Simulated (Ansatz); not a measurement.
Q: Each is relaxed and computed with PBE (plane waves, PAW; program Ansatz). Which is the only one with a gap?
A) MgB2, P6/mmm (Mg on 1a, B on 2d)
B) LiMgBN2, I-4m2 (Li on 2d, Mg on 2c, B on 2b, N on 4e)
C) BiB, rock salt
D) BC5, I-4m2 (B on 2c, C on 4e, C on 2b, C on 4f)

A: B, LiMgBN2, I-4m2 (Li on 2d, Mg on 2c, B on 2b, N on 4e). LiMgBN2: gap 2.62 eV (indirect); MgB2: metal; BC5: metal; BiB: metal. Constructed cells (a structure type filled with these elements, in neither database checked): BiB, rock salt. Standing as an ambient phase not checked: LiMgBN2, I-4m2 (Li on 2d, Mg on 2c, B on 2b, N on 4e); BC5, I-4m2 (B on 2c, C on 4e, C on 2b, C on 4f). Perhaps ordered models of mixed-site phases: LiMgBN2, I-4m2 (Li on 2d, Mg on 2c, B on 2b, N on 4e). All cells were relaxed under the symmetry of their starts (and spin orders); stability against distortions was not tested throughout. Scalar-relativistic: spin–orbit coupling is off unless named, which matters more the heavier the elements.

Potentials: the later of the program's two PAW sets.
